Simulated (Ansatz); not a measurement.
HfGeS$_{4}$:
```
HfGeS4
1.0
   -4.17378     4.17378     3.80879
    4.17378    -4.17378     3.80879
    4.17378     4.17378    -3.80879
Hf Ge S
2 2 8
Direct
  0.00000   0.00000   0.00000
  0.75000   0.25000   0.50000
  0.25000   0.75000   0.50000
  0.50000   0.50000   0.00000
  0.10193   0.28636   0.81557
  0.03636   0.72080   0.68443
  0.47080   0.28636   0.18443
  0.03636   0.35193   0.31557
  0.64807   0.96364   0.68443
  0.71364   0.89807   0.18443
  0.27920   0.96364   0.31557
  0.71364   0.52920   0.81557
```

Relaxed with PBE. Special points in fractions of this cell's reciprocal vectors: Γ (0.000, 0.000, 0.000); X (0.000, 0.000, 0.500); M (-0.500, 0.500, 0.500); Z (0.458, 0.458, -0.458); Z0 (-0.458, 0.542, 0.458); P (0.250, 0.250, 0.250); N (0.000, 0.500, 0.000).

Question: List the band energies nearest the valence-band maximum at these points for DFT-PBE with spin–orbit coupling in the program Ansatz with PAW potentials.

Answer: In eV from the valence-band maximum; about four levels below and three above (degenerate sets whole), none deeper than 8.9 eV; points with the same levels are listed once.

```json
[
 {"k": "Γ", "below": "-0.28 -0.28 -0.26 -0.26", "above": "0.62 0.62 2.15 2.15"},
 {"k": "X", "below": "-0.60 -0.60 -0.60 -0.60", "above": "2.04 2.04 2.04 2.04"},
 {"k": "M", "below": "-0.59 -0.59 -0.59 -0.59", "above": "2.35 2.35 2.35 2.35"},
 {"k": "Z", "below": "-0.55 -0.55 -0.54 -0.54", "above": "1.98 1.98 2.45 2.45"},
 {"k": "P", "below": "-0.55 -0.55 -0.52 -0.52", "above": "1.96 1.96 2.01 2.01"},
 {"k": "N", "below": "-0.50 -0.50 -0.16 -0.16", "above": "1.66 1.66 2.23 2.23"}
]
```

Space group I4_1/amd. The start of the workflow was typed in or built on a structure type; neither database checked (COD, Materials Project) lists it. Whether it is the stable phase at ambient conditions was not checked. Symmetry was held in the PBE relaxation; its stability against distortions is not shown here. No spin polarisation was allowed.

Potentials: the earlier of the program's two PAW sets.
